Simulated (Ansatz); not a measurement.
MgNi$_{3}$C (anti-perovskite, Pm-3m) at seven volumes, DFT-r²SCAN in the program Ansatz with PAW potentials, scaled uniformly. One row is withheld.

```csv
V (Å³/atom),P (GPa)
9.857,21.75
10.182,13.28
10.507,6.09
10.832,0.00
11.157,-5.19
11.482,?
11.806,-13.37
```

Q: Fit the shown pressures and predict the withheld one.

A: Third-order Birch–Murnaghan: P = (3/2)B₀(x^(7/2) − x^(5/2))[1 + (3/4)(B′ − 4)(x − 1)] with x = (V₀/V)^(2/3). Least squares on the six rows gives V₀ = 10.832 Å³/atom, B₀ = 187.4 GPa, B′ = 4.39. At V = 11.482, x = 0.9619 and P = -9.61 GPa. The run itself gave -9.61 GPa.

The workflow started from an entry of the Crystallography Open Database (COD). Its standing as an ambient phase is unchecked. The cell was relaxed with r²SCAN under the symmetry of its start; whether a distortion lowers the energy is not shown. Spin order of the final state: ferromagnetic, the only order run, not a proven ground state. Other orbital occupations within this spin state were not tried.

Potentials: the later of the program's two PAW sets.
